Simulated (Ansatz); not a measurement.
Data:

MoS$_{2}$ (2H-MoS2 type, space group P6_3/mmc)

```
MoS2
1.0
    3.17320     0.00000     0.00000
   -1.58660     2.74807     0.00000
    0.00000     0.00000    12.43700
Mo S
2 4
Cartesian
  0.00000   1.83205   3.10925
  1.58660   0.91602   9.32775
  0.00000   1.83205   7.77192
  1.58660   0.91602   1.55342
  1.58660   0.91602   4.66508
  0.00000   1.83205  10.88358
```

In this cell atom 4 (S, nearest neighbour Mo at 2.404 Å; its periodic images, 3.2 Å or more away, move with it) is moved by s along Cartesian x, unit vector (1.000, 0.000, 0.000); all other atoms and the cell stay fixed.

Level of theory: r2SCAN+rVV10 (plane waves to 500 eV, PAW, scalar-relativistic; Ansatz, a quantum-chemistry and plane-wave program). k mesh 10×10×3 (Γ-centred), Fermi-Dirac smearing 0.05 eV. E stands for the smeared free energy. As the smearing reaches across the gap at some points, energies and forces of such displacements shift with the k mesh and the smearing. MoS2 is run without spin polarisation. MoS2 was relaxed with its symmetry unable to fall. The PAW data are Ansatz's earlier set. ΔE is measured from the undisplaced structure.

The scan covers s from -0.720 to 0.720 Å in 11 points.

### Question
Is this a single well or a double well?

### Answer
A single well with its minimum at or next to zero displacement.

### Question
Is the energy the same for equal positive and negative displacements?

### Answer
Even: the same for both signs. With its periodic images moving along, the atom's site symmetry in this cell is 3m..

### Question
What force acts on the atom along the line at s = -0.720 Å?

### Answer
4.99 eV/Å.

### Question
What is the force constant k = d²E/ds² of this move at s = 0?

### Answer
10.1 eV/Å².

(For displaced atoms, the force is minus the slope of the energy, and its curvature is a force constant, which sets phonon frequencies.)
